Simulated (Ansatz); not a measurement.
Starting cell, Rh (fcc, Cu type):

```
CELL_PARAMETERS angstrom
      3.80000     0.00000     0.00000
      0.00000     3.80000     0.00000
      0.00000     0.00000     3.80000
ATOMIC_POSITIONS crystal
  Rh 0.00000 0.00000 0.00000
  Rh 0.50000 0.50000 0.00000
  Rh 0.50000 0.00000 0.50000
  Rh 0.00000 0.50000 0.50000
```

In this cell atom 1 (Rh, nearest neighbour Rh at 2.687 Å; its periodic images, 3.8 Å or more away, move with it) is moved by s along Cartesian z, unit vector (0.000, 0.000, 1.000); all other atoms and the cell stay fixed.

Method: r2SCAN (plane waves to 500 eV, PAW, scalar-relativistic; Ansatz, a first-principles code). k mesh 10×10×10 (Γ-centred), Fermi-Dirac smearing 0.05 eV. The energy includes the smearing's −TS. With partly filled bands, energies and forces of such displacements shift with the k mesh and the smearing. Rh is run without spin polarisation. Rh was relaxed with its symmetry unable to fall. ΔE is measured from the undisplaced structure. The last digit holds for this mesh only.

```
s (Å)   ΔE (meV/cell)
------  -------------
-0.270          429.2
-0.216          272.2
-0.162          152.6
-0.108           67.8
-0.054           16.9
0.000             0.0
0.054            16.9
0.108            67.8
0.162           152.6
0.216           272.2
0.270           429.2
```

Q: What force constant k = d²E/ds² at s = 0 does the table give?

A: 12 eV/Å². It is the second difference of the nearest points, corrected with the next pair.

Q: With k = 11.62 eV/Å² from the forces, is the well harmonic out to s = 0.270 Å?

A: ½ks² = 423 meV/cell against the computed 429 meV/cell, so the well is close to harmonic there.

(A displaced cell: forces are minus the slopes of the energy, force constants its curvatures, and phonons follow from these.)
